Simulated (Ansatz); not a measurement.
## Is this TaIr2PtAu3 structure a true minimum?

The structure comes from a generated guess, relaxed at this level; another structure or a mixture of phases may lie lower.

Level of theory: Ansatz, DFT PBE, scalar-relativistic, plane waves, PAW. Settings: cutoff 420 eV, Γ-centred mesh 8×8×4 on the computed 7-atom cell, Gaussian smearing of 0.10 eV; no spin polarisation.

The cell below (7 atoms, space group P4mm (No. 99)) is relaxed within its symmetry.

```
Ta Ir Pt Au
1.0
     3.91925    0.00000    0.00000
     0.00000    3.91925    0.00000
     0.00000    0.00000    8.16302
Ta Ir Pt Au
1 2 1 3
Direct
  0.00000 0.00000 0.92645
  0.50000 0.00000 0.12726
  0.00000 0.50000 0.12726
  0.50000 0.50000 0.37433
  0.00000 0.00000 0.39734
  0.50000 0.00000 0.66558
  0.00000 0.50000 0.66558
```

For the test it was strained at random (σ = 1.5 % a component), the atoms were moved at random (σ = 0.05 Å), and all was relaxed again on a coarse 6×6×4 mesh (in the run’s order of axes) with 0.20 eV smearing, with no symmetry imposed.

Spin–orbit coupling, which can matter for Au, Ir, Pt and Ta, is left out.

Task: Does it come back?

Result: It returns, within 1 meV/atom of the unmoved cell on that mesh and with the same symmetry when read at 0.1 Å. So it is stable against the distortions that fit this cell and that this random move excites. Modes that don't fit the cell aren't tested.
